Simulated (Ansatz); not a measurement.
Method: PBE, no spin polarisation; PAW, plane waves to 420 eV, 7×7×7 Γ-centred mesh, fermi-dirac occupations (width 0.1 eV) (Ansatz 0.2.0), atoms fixed.

Computed maps in the lattice plane spanned by b (left to right, 4.64 Å, 14 points from zero) and c (bottom to top, 4.64 Å, 14 points from zero), 89° apart, at height 0.000 along a. The fields are smooth PAW ones with compensation charges, not the true ones near nuclei.

Valence density. Digits on a logarithmic scale: 0 up to 0.03 e/Å³, each further digit a factor of 1.6, 9 from 1.3 e/Å³ up:
```
99866677766689
98655667665568
66544566654456
66544566654456
76655689865566
77666899986667
57766999996677
77666899986667
76655689865566
66544566654456
66544566654456
98655667665568
99866677766689
99966775776699
```

Problem. The cell is GaB. Which atoms lie within 0.2 Å of this plane, and where (fractions of b and c)?

Solution. Ga at (0.00, 0.00), Ga at (0.50, 0.50), B at (0.00, 0.50), B at (0.50, 0.00). The whole cell:
```yaml
crystal:
  lattice:
    - [4.63645, 0.00000, 0.00000]
    - [0.05017, 4.63618, 0.00000]
    - [0.05017, 0.04963, 4.63592]
  atoms:
    - { symbol: Ga, position: [0.00000, 0.00000, 0.00000] }
    - { symbol: Ga, position: [0.50000, 0.50000, 0.00000] }
    - { symbol: Ga, position: [0.00000, 0.50000, 0.50000] }
    - { symbol: Ga, position: [0.50000, 0.00000, 0.50000] }
    - { symbol: B, position: [0.50000, 0.50000, 0.50000] }
    - { symbol: B, position: [0.00000, 0.00000, 0.50000] }
    - { symbol: B, position: [0.50000, 0.00000, 0.00000] }
    - { symbol: B, position: [0.00000, 0.50000, 0.00000] }
```

Origin: a known structure type with other elements, at an estimated volume, so it need not be a known compound.
